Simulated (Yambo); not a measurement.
```
CELL_PARAMETERS angstrom
      2.11052    -5.43729     0.00000
      2.11052     5.43729     0.00000
      0.00000     0.00000     5.93979
ATOMIC_POSITIONS crystal
  H  0.51039 0.48961 0.97840
  H  0.48961 0.51039 0.47840
  H  0.69909 0.91489 0.70055
  H  0.30091 0.08511 0.20055
  H  0.08511 0.30091 0.70055
  H  0.91489 0.69909 0.20055
  O  0.15861 0.84139 0.24457
  O  0.84139 0.15861 0.74457
  O  0.53340 0.46660 0.13644
  O  0.46660 0.53340 0.63644
  Rb 0.15368 0.84632 0.73538
  Rb 0.84632 0.15368 0.23538
```

Response from Yambo on PBEsol (pw.x of Quantum ESPRESSO, ONCV potentials, no spin-orbit coupling) bands: 4×4×4 mesh, 103 bands, 3 Ry local-field block, 0.2 eV broadening.

Q: Give the static electronic dielectric constant without and with local fields along each axis.

A: 
| field along | ε(0), independent particles | ε(0), RPA with local fields | refractive index √ε |
|---|---|---|---|
| x | 2.65 | 2.46 | 1.57 |
| y | 2.53 | 2.29 | 1.51 |
| z | 2.52 | 2.27 | 1.51 |
Electronic (clamped-ion) response only. PBEsol gaps are usually too small, which raises these values. Convergence of the RPA response with its 4×4×4 mesh was not tested. x, y and z are Cartesian axes of the cell as given.

Geometry of the Materials Project entry, not relaxed at this level.

The structure is a Materials Project entry; no match was found in the copy of COD used, and its stability was not checked.
